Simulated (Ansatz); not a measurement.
Here is the system:

MgO:
```cif
data_Mg6O6
_chemical_formula_sum 'Mg6 O6'
_space_group_name_H-M_alt 'Pm-3n'
_space_group_IT_number 223
_space_group_name_Hall '-P 4n 2 3'
_cell_length_a 5.52203
_cell_length_b 5.52203
_cell_length_c 5.52203
_cell_angle_alpha 90.000
_cell_angle_beta 90.000
_cell_angle_gamma 90.000
loop_
_atom_site_label
_atom_site_type_symbol
_atom_site_symmetry_multiplicity
_atom_site_Wyckoff_symbol
_atom_site_fract_x
_atom_site_fract_y
_atom_site_fract_z
_atom_site_occupancy
Mg1 Mg 6 c 0.00000 0.50000 0.25000 1
O1 O 6 d 0.00000 0.25000 0.50000 1
```

This is the LDA-relaxed structure.

### Question
All from LDA in the plane-wave PAW code Ansatz, unless another level is named. Estimate the zero-point energy.

### Answer
75.7 meV/atom.

### Question
Next, the vibrational entropy at 300 K?

### Answer
15.3 J/(K·mol of atoms).

### Question
Predict the Poisson's ratio.

### Answer
0.35.

The first step of the workflow began from a Materials Project structure, measured or hypothetical; the Crystallography Open Database copy checked does not list it. It is not the phase usual at ambient conditions (space group No. 225). The cell was relaxed with LDA under the symmetry of its start; phonons on a q-mesh show no instability.

Potentials: the later of the program's two PAW sets.
